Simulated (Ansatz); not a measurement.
HfAu:
```yaml
crystal:
  lattice:
    - [3.49003, 0.00000, 0.00000]
    - [0.00000, 3.49003, 0.00000]
    - [0.00000, 0.00000, 6.33250]
  atoms:
    - { symbol: Hf, position: [0.00000, 0.50000, 0.85130] }
    - { symbol: Hf, position: [0.50000, 0.00000, 0.14870] }
    - { symbol: Au, position: [0.00000, 0.50000, 0.37204] }
    - { symbol: Au, position: [0.50000, 0.00000, 0.62796] }
```

Relaxed with r²SCAN. Special points in fractions of this cell's reciprocal vectors: Γ (0.000, 0.000, 0.000); X (0.000, 0.500, 0.000); M (0.500, 0.500, 0.000); Z (0.000, 0.000, 0.500); R (0.000, 0.500, 0.500); A (0.500, 0.500, 0.500).

Problem. List the band energies nearest the Fermi level at these points for the program Ansatz at the r²SCAN level (PAW).

Solution. In eV from the Fermi level; about four levels below and three above (degenerate sets whole), none deeper than 8.9 eV; points with the same levels are listed once.

```
k                          below                above
-  -----------------------------  -------------------
Γ  -4.55 -4.55 -4.19 -2.72 -1.01       1.22 1.22 2.15
X        -3.52 -3.52 -1.22 -1.22  0.14 0.14 1.45 1.45
M        -1.67 -1.67 -0.12 -0.12  2.69 2.69 2.74 2.74
Z  -4.47 -4.47 -4.22 -1.89 -0.82       1.60 1.60 2.08
R        -3.73 -3.73 -2.16 -2.16  0.44 0.44 1.44 1.44
A        -1.56 -1.56 -0.91 -0.91  1.33 1.33 3.78 3.78
```

Space group P4/nmm. The workflow started from a Materials Project entry (that database holds measured and hypothetical structures alike); the Crystallography Open Database copy checked does not list it. Whether it is the stable phase at ambient conditions was not checked. The r²SCAN relaxation kept the symmetry of its start; whether a distortion lowers the energy is not shown. The run is not spin-polarised. Scalar-relativistic: spin–orbit coupling is off unless named, which matters more the heavier the elements.

Potentials: the later of the program's two PAW sets.
